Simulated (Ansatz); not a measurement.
Two states of VH

```xyz
4
Lattice="3.5914 0.0000 0.0000 0.0000 3.5914 0.0000 0.0000 0.0000 3.0736" Properties=species:S:1:pos:R:3 pbc="T T T"
H     1.7957    1.7957    0.0000
V     0.0000    1.7957    1.5368
V     1.7957    0.0000    1.5368
H     0.0000    0.0000    0.0000
```

Single point in Ansatz 0.2.0 with r2SCAN. Cutoff 500 eV, PAW datasets, 6×6×7 Γ-centred k mesh, fermi-dirac filling (width 0.1 eV).

State A: V2 up, V3 down (collinear spin). State B: no moments (no spin polarisation).

Problem. Which state is lower, and how do they differ?

Solution. State A is lower by 94.4 meV an atom at zero smearing; in free energy at this smearing B lies +87.6 meV an atom from A.

```json
{"state": "A", "free energy (meV/atom)": "0.0", "largest moment in a small sphere (μB)": "1.89", "net moment (μB/cell)": "0.00", "gap on mesh (eV)": "metal", "pressure (GPa)": "-11.0", "largest force (eV/Å)": "0.00"}
{"state": "B", "free energy (meV/atom)": "87.6", "largest moment in a small sphere (μB)": "0.00", "net moment (μB/cell)": "0.00", "gap on mesh (eV)": "metal", "pressure (GPa)": "-22.3", "largest force (eV/Å)": "0.00"}
```

Origin: a known structure type with other elements, at an estimated volume, so it need not be a known compound. Caveats: atoms or cell far from equilibrium.
